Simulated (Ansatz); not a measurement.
# Calculated with Ansatz: YHg$_{2}$, relaxation

The input file (Ansatz 0.2.0, plane waves):

```yaml
crystal:
  lattice:
    - [-2.495828, 3.992283, 4.230974]
    - [4.991657, 0.0, 0.0]
    - [2.495828, 3.992283, -4.230974]
  atoms:
    - { symbol: Hg, position: [0.214, 0.162, 0.89] }
    - { symbol: Hg, position: [0.61, 0.162, 0.286] }
    - { symbol: Hg, position: [0.786, 0.838, 0.11] }
    - { symbol: Hg, position: [0.39, 0.838, 0.714] }
    - { symbol: "Y", position: [0.796, 0.546, 0.704] }
    - { symbol: "Y", position: [0.204, 0.454, 0.296] }
  symmetry: { tolerance: 0.0003 }
kpoints:
  mp_grid: { grid: [5, 5, 5], shift: [0, 0, 0] }
magnetization:
  spin_polarized: false
scf:
  occupations: { method: cold, width: 0.0115 }
  lower_state_search: "off"
hamiltonian:
  pseudopotentials: { kind: paw }
  xc: r2scan
basis:
  ecutwfc: 500
  fft_grid_basis: typed
relax:
  max_steps: 80
  cell: { p_target: 20.0 }
output:
  forces: true
  stress: true
  eigenvalues: true
  bader: true
  populations: true
  elf: true
  write_potential: true
  volumetric_format: npy
  dos:
    e_range: [-12, 8]
    de: 0.05
    projected: { site_lists: { Hg: [Hg], "Y": ["Y"] } }
  write_density: true
checkpoint:
  read: saved_state
```

Launch command:

```bash
ansatz run input.yaml --threads 2 --pin off --max-ram 3584MiB --backend cpu --events-out ev --progress --plain --runs-dir out
```

Origin of the cell: a known structure type with other elements, at an estimated volume, so it need not be a known compound.

The saved state is a converged single point of the same cell.

Output (shortened):

```
SCF iter   1: F=—  HF=-63032.798728 eV  Δρ=1.47e-3  dr2=8.67e-3  dr2_τ=7.71e-4
SCF iter   2: F=—  HF=-63032.804900 eV  S|Δr|=    0.00e0  Δρ=1.01e-3  dr2=4.56e-3  dr2_τ=7.02e-5
SCF iter   3: F=—  HF=-63032.805292 eV  S|Δr|=    0.00e0  Δρ=3.19e-4  dr2=4.66e-4  dr2_τ=1.68e-5
SCF iter   4: F=—  HF=-63032.805451 eV  S|Δr|=    0.00e0  Δρ=9.62e-5  dr2=1.83e-5  dr2_τ=1.56e-6
SCF iter   5: F=—  HF=-63032.805502 eV  S|Δr|=    0.00e0  Δρ=3.44e-5  dr2=2.54e-6  dr2_τ=2.36e-7
SCF iter   6: F=—  HF=-63032.805506 eV  S|Δr|=    0.00e0  Δρ=1.28e-5  dr2=3.77e-7  dr2_τ=1.76e-8
SCF iter   7: F=-63032.805507 eV  HF=-63032.805507 eV  S|Δr|=    0.00e0  Δρ=4.05e-6  dr2=3.03e-8  dr2_τ=2.07e-9
relax step   1: F+E_penalty+E_count = -63032.805507 eV  Δ(F+E_penalty+E_count) = +0.000e0 eV  max|allowed force component| = 3.422e-1 eV/Å  Δτ_max = 0.0000 Å  P = -7.895 GPa  Ω = 168.631 Å³ […]
relax step   2: F+E_penalty+E_count = -63033.497189 eV  Δ(F+E_penalty+E_count) = -6.917e-1 eV  max|allowed force component| = 2.359e-1 eV/Å  Δτ_max = 0.0130 Å  P = -0.253 GPa  Ω = 146.258 Å³ […]
relax step   3: F+E_penalty+E_count = -63033.010325 eV  Δ(F+E_penalty+E_count) = +4.869e-1 eV  max|allowed force component| = 2.527e-1 eV/Å  Δτ_max = 0.0173 Å  P = +12.529 GPa  Ω = 129.451 Å³ […]
relax step   4: F+E_penalty+E_count = -63032.378247 eV  Δ(F+E_penalty+E_count) = +6.321e-1 eV  max|allowed force component| = 3.340e-1 eV/Å  Δτ_max = 0.0586 Å  P = +20.850 GPa  Ω = 121.668 Å³ […]
relax step   5: F+E_penalty+E_count = -63032.495606 eV  Δ(F+E_penalty+E_count) = -1.174e-1 eV  max|allowed force component| = 2.478e-1 eV/Å  Δτ_max = 0.0942 Å  P = +20.044 GPa  Ω = 121.487 Å³ […]
relax step   6: F+E_penalty+E_count = -63032.554981 eV  Δ(F+E_penalty+E_count) = -5.938e-2 eV  max|allowed force component| = 1.847e-1 eV/Å  Δτ_max = 0.1298 Å  P = +19.815 GPa  Ω = 120.127 Å³ […]
relax step   7: F+E_penalty+E_count = -63032.236305 eV  Δ(F+E_penalty+E_count) = +3.187e-1 eV  max|allowed force component| = 2.674e-1 eV/Å  Δτ_max = 0.1768 Å  P = +20.598 GPa  Ω = 117.378 Å³ […]
relax step   8: F+E_penalty+E_count = -63032.523620 eV  Δ(F+E_penalty+E_count) = -2.873e-1 eV  max|allowed force component| = 1.592e-1 eV/Å  Δτ_max = 0.1042 Å  P = +19.574 GPa  Ω = 119.199 Å³ […]
relax step   9: F+E_penalty+E_count = -63032.453714 eV  Δ(F+E_penalty+E_count) = +6.991e-2 eV  max|allowed force component| = 1.164e-2 eV/Å  Δτ_max = 0.0424 Å  P = +20.071 GPa  Ω = 118.556 Å³ […]
relax step  10: F+E_penalty+E_count = -63032.457498 eV  Δ(F+E_penalty+E_count) = -3.784e-3 eV  max|allowed force component| = 5.937e-3 eV/Å  Δτ_max = 0.0029 Å  P = +20.276 GPa  Ω = 118.572 Å³ […]
relax step  11: F+E_penalty+E_count = -63032.478070 eV  Δ(F+E_penalty+E_count) = -2.057e-2 eV  max|allowed force component| = 9.189e-4 eV/Å  Δτ_max = 0.0005 Å  P = +20.023 GPa  Ω = 118.736 Å³ […]
relax step  12: F+E_penalty+E_count = -63032.467609 eV  Δ(F+E_penalty+E_count) = +1.046e-2 eV  max|allowed force component| = 9.847e-4 eV/Å  Δτ_max = 0.0000 Å  P = +19.993 GPa  Ω = 118.736 Å³  stress off target by 9.04e-3 GPa […]
SCF 12 converged in 9 iterations: F = -63032.467608 eV  dr2 = 1.36e-11
basis re-selected at this cell: Δ(F+E_penalty+E_count) = +1.046e-2 eV, ΔP = -0.030 GPa vs the last step (what re-selecting the basis moved, of the pressure what is left beyond the Pulay corre […]
SCF converged after 9 iterations
Stability not checked: this state was not tested for a lower state beside it, because cold or Methfessel-Paxton smearing, or corrected tetrahedra, fill the levels in a way that the test cannot read (fill_not_monotonic; […]
Free energy (F): -63032.467608 eV
F+E_penalty+E_count: -63032.467609 eV  (lagrangian_ev)
Harris-Foulkes:  -63032.467608 eV  (|F-HF|=1.46e-11)
Internal energy: -63032.467608 eV  (E = F + TS)
E sigma→0 (E₀):  -63032.467608 eV
Fermi energy:    18.563165 eV
Smearing:        width narrowed from 0.0115 eV (input) to 8.27e-3 eV after iteration 6, whose occupations did not sum to the number of electrons (Fermi level in a gap)
--- Per-component energies (eV) ---
  E_band       = -1501.489382
  E_kinetic    = 3048.908140
  E_local      = -10686.132623  (includes V_loc(G=0)·N_el)
  E_nonlocal   = 380.565400
  E_hartree    = 4601.815050
  E_xc         = -1185.178229
  E_vxc        = -1627.620898  (∫ρ·V_xc dr)
  E_paw        = -45560.084790  (= ΣΔE_a)
  E_vpaw       = -1926.706636  (= ΣTr[D̂ρ^β])
  E_aug_tail   = 0.001514  (compensation charges beyond the density's cutoff)
  E_vtau       = 105.865633  (kinetic-family band-sum trace: ∫τ·v_τ [+ j·A + Jᵃ·Aᵃ] dr)
  E_ewald      = -13631.458452
  E_core_change = -0.903618  (= ΣΔE_core)
  E_smearing   = 0.000000  (= −TS)
  E_count      = -0.000001  (occupations off the electron count; not in F)
  Σ components = -63032.467608   (vs F -63032.467608, Δ=0.00e0)
--- Forces (eV/Å), atoms counted from 1 ---
  atom   1  Hg     0.000000     0.000388     0.000985
  atom   2  Hg     0.000000    -0.000388     0.000985
  atom   3  Hg    -0.000000    -0.000388    -0.000985
  atom   4  Hg    -0.000000     0.000388    -0.000985
  atom   5  Y     -0.000000     0.000000    -0.000761
  atom   6  Y      0.000000    -0.000000     0.000761
  max |Σ_I F_I| component: 0.00e0 eV/Å
--- Stress (GPa, compression-positive) ---
       19.997445      -0.000000      -0.000000
       -0.000000      19.990962       0.000000
       -0.000000       0.000000      19.991331
  P = ⅓ Tr σ = 19.9932 GPa (199.932 kbar)
--- Relaxed structure (11 steps of the walk, 11 accepted, 1 SCFs on fresh bases) ---
  F+E_penalty+E_count = -63032.467609 eV   max|allowed force component| = 9.847e-4 eV/Å   (the final SCF, on the basis selected at the relaxed cell)
  beside F it holds: electron-count term
  cell:  # Å, volume = 118.7363 Å³
    - [-2.344100, 3.125700, 4.051355]
    - [4.688200, 6.915e-17, -2.770e-7]
    - [2.344100, 3.125700, -4.051355]
  atoms:
    - { symbol: Hg, position: [0.166758, 0.166760, 0.833239] }
    - { symbol: Hg, position: [0.666761, 0.166760, 0.333242] }
    - { symbol: Hg, position: [0.833242, 0.833240, 0.166761] }
    - { symbol: Hg, position: [0.333239, 0.833240, 0.666758] }
    - { symbol: Y, position: [0.750012, 0.500012, 0.749988] }
    - { symbol: Y, position: [0.249988, 0.499988, 0.250012] }
--- Löwdin populations: 6 sites ---
  site symbol       q [e]
     0     Hg     19.1099
     1     Hg     19.1099
     2     Hg     19.1099
     3     Hg     19.1099
     4      Y     11.7338
     5      Y     11.7338
  spilling = 0.020518 (of n_electrons = 102.000000)
--- Bader charges: 6 sites ---
  site symbol  charge [e]  shift [e]
     0     Hg     -0.7704     0.0000
     1     Hg     -0.7704     0.0000
     2     Hg     -0.7704     0.0000
     3     Hg     -0.7704     0.0000
     4      Y      1.5409     0.0000
     5      Y      1.5409     0.0000
  estimated error of the sums over rays = 2.9e-4 e
```

Before:

Space group Imma (No. 74); the run's cell has a = 6.330 Å, b = 4.992 Å, c = 6.330 Å, α = 66.78°, β = 101.80°, γ = 113.22°. Shortest distances: Hg–Hg 2.86 Å, Hg–Y 3.44 Å.

The relaxed structure.

Space group Cmmm (No. 65); the run's cell has a = 5.628 Å, b = 4.688 Å, c = 5.628 Å, α = 65.39°, β = 112.53°, γ = 114.61°. Shortest distances: Hg–Hg 2.70 Å, Hg–Y 3.12 Å, Y–Y 3.13 Å.

| Item | Value |
| --- | --- |
| Enthalpy lowered by | 981.7 meV/atom |
| Volume change | -29.59 % |
| Final pressure | 19.99 GPa |
| Relaxation steps listed | 12 |

Caveats: no spin-orbit coupling, though heavy elements are present; the k mesh is coarse if the cell is a metal; the relaxation held the start's symmetry, so the end may be a saddle point.

Time: 4.7 min on 2 threads of Arm Neoverse V1 (shared host), peak memory 1 GiB, from a saved density.
